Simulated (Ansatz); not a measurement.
Start of a relaxation of ScAl5:

```
CELL_PARAMETERS angstrom
2.83388 0.00000 0.00000
0.00000 2.83388 0.00000
0.00000 0.00000 12.02311
ATOMIC_POSITIONS crystal
Sc 0.50000 0.50000 0.50000
Al 0.00000 0.00000 0.00000
Al 0.50000 0.50000 0.16667
Al 0.00000 0.00000 0.33333
Al 0.00000 0.00000 0.66667
Al 0.50000 0.50000 0.83333
```

Level of theory: Ansatz 0.2.0, DFT PBE, scalar-relativistic, plane waves, PAW. Cutoff 420 eV, Gaussian smearing, Γ-centred meshes. Cell and atoms relax first on a coarse mesh and then on a finer one. In between, the cell is made exact in the group found at 0.06 Å. In metals the finer mesh still leaves noise of several meV/atom or more. The steps can't lower the symmetry of their start. Collinear spin is switched on along the way, since trial moments persisted in a coarse test.

A guess keeps its type if space group and coordination stay and the shape of the cell changes little (axis ratios within about 15 %, angles within 6°); the volume may change.

Question: Does it keep its structure type, or change into something else?

Answer: It keeps its type. The symmetry stays P4/mmm (No. 123). The volume per atom grows by 8.9 %, from 16.1 to 17.5 Å³. The shortest distance goes from 2.83 Å (Sc–Al, Al–Al and Sc–Sc) to 2.85 Å (Al–Al). The ratio c/a of the conventional cell changes by a factor of 0.98. Counting neighbours within 15 % of an atom's shortest distance, the start has Al 12, Sc 12 and the end Al 12, Sc 12.

The last run used collinear spin, a 14×14×4 mesh (in the run's order of axes) for its 6-atom cell and Gaussian smearing of 0.10 eV. Another magnetic order may lie lower. A structure relaxed within its symmetry needn't be a true minimum. Another cell of ScAl5 relaxed alike but without spin, in Cmmm, lies 129 meV/atom lower, so this cell isn't the stable form at this level.
